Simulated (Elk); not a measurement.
An Elk run on Y with settings drawn from a wide range, so not all are converged; totals and levels move with the basis, and no second program has checked them. These are results of DFT, LDA (Perdew-Zunger), all-electron APW+lo, Dirac cores, scalar-relativistic bands (Elk 11.2.3 with local patches), not measurements. Elk's input is in atomic units.

Command: `OMP_NUM_THREADS=1 elk` The run took 0.03 s on 1 thread of Intel(R) Xeon(R) Platinum 8259CL CPU @ 2.50GHz (Skylake/Cascade Lake), on a shared host, peak memory 0.03 GiB.

```
tasks
  0
  110
  115
  15
  21

xctype
  2

rgkmax
  7

gmaxvr
  12

lmaxapw
  9

lmaxo
  8

lmaxi
  4

nrmtscf
  2

nempty
  12

epspot
  1e-07

epsengy
  0.0001

maxscl
  60

swidth
  0.0005

stype
  3

lradstp
  4

mixtype
  3

hmaxvr
  4

nxlo
  1

reducebf
  0.5

spinpol
  .true.

tforce
  .false.

sppath
  './'

avec
  6.88345854098 0.00000000000 0.00000000000
  -3.44172927049 5.96124996238 0.00000000000
  0.00000000000 0.00000000000 11.10999912481

atoms
  1
  'Y.in'
  2
  0.333333333333 0.666666666667 0.250000000000   0.000 0.000 -0.500
  0.666666666667 0.333333333333 0.750000000000   0.000 0.000 -0.500

ngridk
  5 5 3

plot1d
  9 30
  0.0000000000 0.0000000000 0.0000000000
  0.5000000000 0.0000000000 0.0000000000
  0.3333333333 0.3333333333 0.0000000000
  0.0000000000 0.0000000000 0.0000000000
  0.0000000000 0.0000000000 0.5000000000
  0.5000000000 0.0000000000 0.5000000000
  0.3333333333 0.3333333333 0.5000000000
  0.0000000000 0.0000000000 0.5000000000
  0.5000000000 0.0000000000 0.5000000000
```

Muffin-tin radii in the species files: Y 2.34 bohr.

The cell is the one relaxed in the Materials Project (mp-112), not relaxed further here; entries there can be hypothetical.

Task: What does the run give?

Result: It refused before any iteration.
```
Error(init0): requested spin-polarised run with spin-unpolarised
 exchange-correlation functional
```
